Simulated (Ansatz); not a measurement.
## YGe4H2: reading a single point

```
Y Ge H
1.0
    -3.23013    3.23013    2.63916
     3.23013   -3.23013    2.63916
     3.23013    3.23013   -2.63916
Y Ge H
1 4 2
Direct
  0.00000 0.00000 0.00000
  0.30300 0.30300 0.60600
  0.30300 0.69700 0.00000
  0.69700 0.69700 0.39400
  0.69700 0.30300 0.00000
  0.75000 0.25000 0.50000
  0.25000 0.75000 0.50000
```

Level: r2SCAN, no spin polarisation; 500 eV; 8×8×8 Γ-centred mesh; fermi-dirac occupations (width 0.1 eV); Ansatz 0.2.0, fixed geometry.

Question: What happens at the Fermi level?

Answer: It is a metal, with about 2.2 states/eV a cell as the mean within 0.25 eV of the Fermi level, mostly Ge p (48 %), H s (29 %) and Y d (12 %).

Question: Where is the largest force?

Answer: The largest is on Ge5 (and as large on other atoms): 0.36 eV/Å, components (0.26, -0.26, 0.00). It makes 45° with the line to a nearest neighbour, Ge4 at 2.55 Å, pointing towards it.

Question: Describe some of the short contacts.

Answer: Ge–Ge at 2.55 Å: least valence density 0.41 e/Å³ and ELF 0.68 there. H–H at 2.64 Å: least valence density 0.07 e/Å³ and ELF 0.09 there. Ge–H at 2.68 Å: least valence density 0.12 e/Å³ and ELF 0.20 there. Both are smooth PAW fields, read partly inside the augmentation spheres.

Question: Give the Bader charges.

Answer: Bader charges in e: Y +1.63, Ge -0.29, H -0.23. In the mean Y gives up most and Ge takes most.

Origin: a known structure type with other elements, at an estimated volume, so it need not be a known compound.
